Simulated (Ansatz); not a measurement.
Below is a relaxed structure of SiB6. It was relaxed at this level from a cell as deposited in COD.

Computed with DFT PBE, scalar-relativistic, plane waves, PAW in Ansatz. Cutoff 420 eV, Γ-centred mesh, Gaussian smearing, no spin polarisation.

```cif
data_structure
_symmetry_space_group_name_H-M 'P 1'
_symmetry_Int_Tables_number 1
_cell_length_a 4.1324
_cell_length_b 4.1324
_cell_length_c 4.1324
_cell_angle_alpha 90.000
_cell_angle_beta 90.000
_cell_angle_gamma 90.000
_cell_volume 70.57
loop_
_atom_site_label
_atom_site_type_symbol
_atom_site_fract_x
_atom_site_fract_y
_atom_site_fract_z
_atom_site_occupancy
Si1 Si 0.00000 0.00000 0.00000 1
B1 B 0.20024 0.50000 0.50000 1
B2 B 0.50000 0.20024 0.50000 1
B3 B 0.79976 0.50000 0.50000 1
B4 B 0.50000 0.79976 0.50000 1
B5 B 0.50000 0.50000 0.20024 1
B6 B 0.50000 0.50000 0.79976 1
```

Formation energies are uncorrected and refer to the elements' standard structures at the same level.

Task: What space group does it have?

Result: Pm-3m (No. 221). Conventional cell: a = 4.132 Å. Si is surrounded by 24 B at 3.04 Å (long contacts); around B lie 5 B at 1.65–1.75 Å, 1 B at 2.48 Å and 4 Si at 3.04 Å.

Task: How far does it lie from the elements in energy?

Result: +0.455 eV/atom. The separate elements lie lower, so it is unstable against them.

Task: Is it a metal?

Result: No, the gap on the 10×10×10 mesh is 0.06 eV.

The last run used a 10×10×10 mesh for its 7-atom cell and Gaussian smearing of 0.01 eV. Small gaps are read on the mesh alone, and bands can cross between its points. A later test with randomly moved atoms led to a structure 151 meV/atom lower, so this end is a saddle point or a shallow minimum.
